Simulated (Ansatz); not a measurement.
**Convergence notes, G0W0 on SrCl2 (Fm-3m)**

A 3-atom cell of SrCl2 started from a crystallographic database, relaxed with r2SCAN; one-shot G0W0 in Ansatz without spin-orbit coupling. No spin polarisation and no zero-point or thermal motion.

```cif
data_structure
_symmetry_space_group_name_H-M 'Fm-3m'
_symmetry_Int_Tables_number 225
_cell_length_a 6.9953
_cell_length_b 6.9953
_cell_length_c 6.9953
_cell_angle_alpha 90.000
_cell_angle_beta 90.000
_cell_angle_gamma 90.000
_cell_volume 342.31
loop_
_atom_site_label
_atom_site_type_symbol
_atom_site_symmetry_multiplicity
_atom_site_Wyckoff_symbol
_atom_site_fract_x
_atom_site_fract_y
_atom_site_fract_z
_atom_site_occupancy
Sr1 Sr 4 a 0.00000 0.00000 0.00000 1
Cl1 Cl 8 c 0.25000 0.75000 0.75000 1
```

Gaps are read over the mesh points alone. G0W0 values are finite-basis, finite-mesh values.
```csv
start,potentials,frequency model,mesh,empty bands,screening cutoff (eV),Kohn-Sham gap (eV),G0W0 gap (eV),rough cost
PBE,PAW,contour deformation,4×4×4,139,80,5.31,7.27,24 core-seconds
PBE,PAW,contour deformation,4×4×4,321,140,5.31,7.45,120 core-seconds
PBE,PAW,contour deformation,4×4×4,591,210,5.31,7.54,10 core-minutes
HSE06,PAW,contour deformation,4×4×4,321,140,6.59,8.04,6 core-minutes
LDA,PAW,contour deformation,4×4×4,321,140,4.85,7.31,2.1 core-minutes
r2SCAN,PAW,contour deformation,4×4×4,321,140,5.94,7.78,2.3 core-minutes
PBE,PAW,Godby-Needs pole,4×4×4,321,140,5.31,7.42,2.8 core-minutes
PBE,PAW,contour deformation,6×6×6,139,80,5.31,7.27,2.4 core-minutes
PBE,norm-conserving,contour deformation,4×4×4,321,140,5.31,7.47,4 core-minutes
```

The quasiparticle gap on this mesh is 7.54 eV (X to Γ), against 5.31 eV from PBE: +2.23 eV. Renormalisation factors Z lie between 0.79 and 0.85.

Raising bands and cutoff together moves the gap by +0.18 eV (80 to 140 eV), then +0.09 eV (140 to 210 eV); the last step is still large, so the basis limit isn't reached. Starting from HSE06 (6.59 eV against PBE's 5.31 eV) gives 8.04 eV, +0.59 eV from G0W0@PBE at the same screening cutoff. Starting from LDA (4.85 eV against PBE's 5.31 eV) gives 7.31 eV, -0.14 eV from G0W0@PBE at the same screening cutoff. Starting from r2SCAN (5.94 eV against PBE's 5.31 eV) gives 7.78 eV, +0.33 eV from G0W0@PBE at the same screening cutoff. The Godby-Needs plasmon pole differs from contour deformation by -0.03 eV. A 6×6×6 mesh in place of 4×4×4 changes the opening over PBE by 0.00 eV (the gap on the mesh by 0.00 eV). Norm-conserving potentials (wave cutoff 925 eV against 420 eV) shift the quasiparticle gap by +0.02 eV and the PBE gap by 0.00 eV. r2SCAN runs take a wave cutoff of 500 eV.
